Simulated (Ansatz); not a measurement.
Ca (diamond, Fd-3m) under volume change, plane-wave PAW PBE (Ansatz code), scaled uniformly.

| V (Å³/atom) | E − E(relaxed) (meV/atom) | P (GPa) |
|---|---|---|
| 72.816 | 9.2 | 0.44 |
| 75.216 | 3.9 | 0.27 |
| 77.617 | 1.0 | 0.13 |
| 80.017 | 0.0 | 0.00 |
| 82.418 | 0.9 | -0.12 |
| 84.818 | 3.4 | -0.22 |
| 87.219 | 7.4 | -0.31 |

Problem. What does a third-order Birch–Murnaghan fit give for V₀, B₀ and B′?

Solution. V₀ = 80.01 Å³/atom, B₀ = 4.1 GPa, B′ = 2.7.

The start of the workflow was typed in or built on a structure type; neither database checked (COD, Materials Project) lists it. It is not the phase usual at ambient conditions (space group No. 225). The cell was relaxed with PBE under the symmetry of its start; whether a distortion lowers the energy is not shown. The volume moved by 16 % from the start of the relaxation.

Potentials: the later of the program's two PAW sets.
